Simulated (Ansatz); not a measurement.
Au (fcc, Cu type)

```
Au
1.0
    0.00000     2.07859     2.07859
    2.07859     0.00000     2.07859
    2.07859     2.07859     0.00000
Au
1
Cartesian
  0.00000   0.00000   0.00000
```

The slice is a {110} plane (indices of the conventional cell) through the point (0.000, 0.000, 0.000) (fractional), spanned by u = [100] and v = [1 -1 -1] in vectors of this cell: u (2.94 Å) and v (4.16 Å, at 90° to u). It covers one period; positions are fractions (u, v).

Computed with PBE (plane waves to 420 eV, PAW, scalar-relativistic; Ansatz, a first-principles code). k mesh 19×19×19. Inside the PAW spheres the values are not all-electron values, and peaks at nuclei hang on which shells count as valence. Au was relaxed with its symmetry unable to fall. Spin-orbit coupling is left out, though Au is heavy.

Q: What is the ELF at the midpoint of the shortest Au–Au line in this plane (2.94 Å)?

A: 0.2.

Q: What is the valence density on the shortest Au–Au line in this plane (2.94 Å), at its midpoint?

A: 0.26 e/Å³.

Q: Sketch the electron localisation function (ELF) on this plane as a map.

A: 
```
|xxx@%*=::::=*%@xx|
|xxx@#+-:..:-+#@xx|
|@@@%*=-:..:-=*%@@|
|%%#*+-::..::-+*#%|
|**+=-::....::-=+*|
|==--::......::--=|
|:::::........::::|
|.................|
| ................|
|    ..........   |
|    ..........   |
|    ..........   |
|    ..........   |
|    ..........   |
| ................|
|.................|
|:::::........::::|
|==--::......::--=|
|**+=-::....::-=+*|
|%%#*+-::..::-+*#%|
|@@@%*=-:..:-=*%@@|
|xxx@#+-:..:-+#@xx|
|xxx@%*=::::=*%@xx|
|xxx@%*=::::=*%@xx|
```
Scale: ten equal steps from 0.10 (start of ' ') to 0.59 (end of '@'), in the order ' .:-=+*#%@'. Values: electron localisation function (ELF). The map has 17 points along u (one character each, u = 0 at the left) and 24 along v (v = 0 in the bottom row). Points within 0.5 Å of a nucleus are blanked (x), as the pseudised field means little there.
